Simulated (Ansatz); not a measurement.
NiSb (CsCl type, Pm-3m) at seven volumes, PBE (plane waves, PAW; program Ansatz), scaled uniformly. One row is withheld.

```csv
V (Å³/atom),P (GPa)
15.841,?
16.364,7.44
16.886,3.42
17.408,0.00
17.930,-2.95
18.453,-5.43
18.975,-7.51
```

Question: Fit the shown pressures and predict the withheld one.

Answer: P = (3/2)B₀(x^(7/2) − x^(5/2))[1 + (3/4)(B′ − 4)(x − 1)] with x = (V₀/V)^(2/3). Least squares on the six rows gives V₀ = 17.405 Å³/atom, B₀ = 105 GPa, B′ = 4.41. At V = 15.841, x = 1.0648 and P = 12.17 GPa. The run itself gave 12.37 GPa.

The cell is a constructed one: a structure type filled with these elements; neither database checked (COD, Materials Project) lists it. COD files the formula under space group No. 194, so this cell is another polymorph or a model. Its standing as an ambient phase is unchecked. Symmetry was held in the PBE relaxation; whether a distortion lowers the energy is not shown. The workflow began spin-polarised and lost its moments. Scalar-relativistic: spin–orbit coupling is off unless named, which matters more the heavier the elements.

Potentials: the earlier of the program's two PAW sets.
